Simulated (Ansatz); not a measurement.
**Structure optimisation: nitrogen, solid alpha-N2**

The calculation used Ansatz, DFT, LDA (PW92), plane waves (420 eV) with PAW, scalar-relativistic. (PAW data from PBE, frozen cores regenerated.)

k-point mesh 3×3×3, Fermi-Dirac smearing 0.05 eV, no spin polarisation. Cell and atoms relax.

Starting structure:

```yaml
crystal:
  lattice:
    - [5.644, 0.0, 0.0]
    - [0.0, 5.644, 0.0]
    - [0.0, 0.0, 5.644]
  atoms:
    - { symbol: "N", position: [0.054, 0.054, 0.054] }
    - { symbol: "N", position: [0.446, 0.946, 0.554] }
    - { symbol: "N", position: [0.554, 0.446, 0.946] }
    - { symbol: "N", position: [0.946, 0.554, 0.446] }
    - { symbol: "N", position: [0.946, 0.946, 0.946] }
    - { symbol: "N", position: [0.554, 0.054, 0.446] }
    - { symbol: "N", position: [0.446, 0.554, 0.054] }
    - { symbol: "N", position: [0.054, 0.446, 0.554] }
hamiltonian:
  xc: lda
  pseudopotentials:
    kind: paw
    azcp:
      "N": "pseudopotentials/N.paw.azcp"
basis:
  ecutwfc: 420
  fft_grid_basis: typed
kpoints:
  mp_grid: { grid: [3, 3, 3], shift: [0, 0, 0] }
magnetization:
  spin_polarized: false
scf:
  occupations: { method: fermi_dirac, width: 0.05 }
relax:
  max_steps: 60
  f_tol: 0.01
  cell: {}
```

Question: What cell does the relaxation end in?

Answer: Pa-3 with a = 5.226 Å; 17.84 Å³ per atom against 22.47 at the start (-20.6 %).

Question: How much energy does the relaxation gain?

Answer: 68.5 meV per atom.

Path of the relaxation (the plane waves are chosen anew near the end, which can shift the energy a little):

```json
{"step": "0", "E − E(final) (meV/atom)": "68.52", "V (Å³/atom)": "22.474", "P (GPa)": "7.38", "max force (eV/Å)": "3.652"}
{"step": "1", "E − E(final) (meV/atom)": "4.86", "V (Å³/atom)": "21.192", "P (GPa)": "-1.28", "max force (eV/Å)": "0.414"}
{"step": "2", "E − E(final) (meV/atom)": "0.88", "V (Å³/atom)": "20.555", "P (GPa)": "-0.22", "max force (eV/Å)": "0.028"}
{"step": "3", "E − E(final) (meV/atom)": "-1.04", "V (Å³/atom)": "20.097", "P (GPa)": "0.11", "max force (eV/Å)": "0.066"}
{"step": "4", "E − E(final) (meV/atom)": "-1.41", "V (Å³/atom)": "20.007", "P (GPa)": "-0.01", "max force (eV/Å)": "0.009"}
{"step": "5", "E − E(final) (meV/atom)": "-1.98", "V (Å³/atom)": "19.856", "P (GPa)": "0.00", "max force (eV/Å)": "0.001"}
{"step": "6", "E − E(final) (meV/atom)": "3.09", "V (Å³/atom)": "19.856", "P (GPa)": "-0.41", "max force (eV/Å)": "0.001"}
{"step": "7", "E − E(final) (meV/atom)": "-4.27", "V (Å³/atom)": "18.104", "P (GPa)": "0.38", "max force (eV/Å)": "0.095"}
{"step": "8", "E − E(final) (meV/atom)": "-3.68", "V (Å³/atom)": "18.358", "P (GPa)": "0.05", "max force (eV/Å)": "0.004"}
{"step": "9", "E − E(final) (meV/atom)": "-3.38", "V (Å³/atom)": "18.463", "P (GPa)": "0.00", "max force (eV/Å)": "0.001"}
{"step": "10", "E − E(final) (meV/atom)": "0.21", "V (Å³/atom)": "18.463", "P (GPa)": "-0.19", "max force (eV/Å)": "0.003"}
{"step": "11", "E − E(final) (meV/atom)": "-2.02", "V (Å³/atom)": "17.910", "P (GPa)": "0.06", "max force (eV/Å)": "0.013"}
{"step": "12", "E − E(final) (meV/atom)": "-1.85", "V (Å³/atom)": "17.964", "P (GPa)": "0.00", "max force (eV/Å)": "0.000"}
{"step": "13", "E − E(final) (meV/atom)": "0.04", "V (Å³/atom)": "17.964", "P (GPa)": "-0.05", "max force (eV/Å)": "0.001"}
{"step": "14", "E − E(final) (meV/atom)": "-0.46", "V (Å³/atom)": "17.841", "P (GPa)": "0.00", "max force (eV/Å)": "0.000"}
{"step": "15", "E − E(final) (meV/atom)": "0.00", "V (Å³/atom)": "17.841", "P (GPa)": "-0.01", "max force (eV/Å)": "0.000"}
```
